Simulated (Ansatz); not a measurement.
Given:

LaSe:
```yaml
crystal:
  lattice:
    - [0.00000, 3.00947, 3.00947]
    - [3.00947, 0.00000, 3.00947]
    - [3.00947, 3.00947, 0.00000]
  atoms:
    - { symbol: Se, position: [0.50000, 0.50000, 0.50000] }
    - { symbol: La, position: [0.00000, 0.00000, 0.00000] }
```

This is the PBEsol-relaxed structure.

Q: All from PBEsol (plane waves, PAW; program Ansatz), unless another level is named. Give the Debye temperature from the elastic constants.

A: 252 K.

Q: Give the elastic constants (relaxed ions, GPa).

A: C11 = 194, C12 = 18.9, C44 = 16.3.

Space group Fm-3m (rock salt). The workflow started from an entry of the Crystallography Open Database (COD). Its standing as an ambient phase is unchecked. Symmetry was held in the PBEsol relaxation; its stability against distortions is not shown here. With an odd number of electrons in the cell and no spin polarisation, the count alone makes it a metal. As this level gives no gap, shear constants depend on the k-mesh and smearing (Fermi–Dirac, 0.1 eV here). Spin–orbit coupling is left out wherever it is not named.

Potentials: the later of the program's two PAW sets.
